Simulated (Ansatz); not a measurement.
PtPb (NiAs type)

```
PtPb
1.0
    4.32118     0.00000     0.00000
   -2.16059     3.74225     0.00000
    0.00000     0.00000     5.52027
Pt Pb
2 2
Direct
  0.00000   0.00000   0.50000
  0.00000   0.00000   0.00000
  0.33333   0.66667   0.25000
  0.66667   0.33333   0.75000
```

The volume is varied about the relaxed value V₀ at fixed cell shape. Symmetry pins the atoms to their sites.

Computed with r2SCAN (plane waves to 500 eV, PAW, scalar-relativistic; Ansatz, a quantum-chemistry and plane-wave program). k mesh 12×12×9 (Γ-centred), Fermi-Dirac smearing 0.05 eV. E stands for the smeared free energy. PtPb is run without spin polarisation. PtPb was relaxed with its symmetry unable to fall. Spin-orbit coupling is left out, though Pb and Pt are heavy. The zero of ΔE is the relaxed starting cell.

Task: Predict the ΔE (eV/atom) at V/V₀ = 0.970, 0.980, 1.020, 1.030, 1.050, 1.060.

Result: 
```csv
V/V₀,ΔE (eV/atom)
0.970,0.007
0.980,0.003
1.020,0.003
1.030,0.006
1.050,0.017
1.060,0.024
```

(Under strain, the slope of the energy per volume gives the stress and its curvature an elastic modulus.)
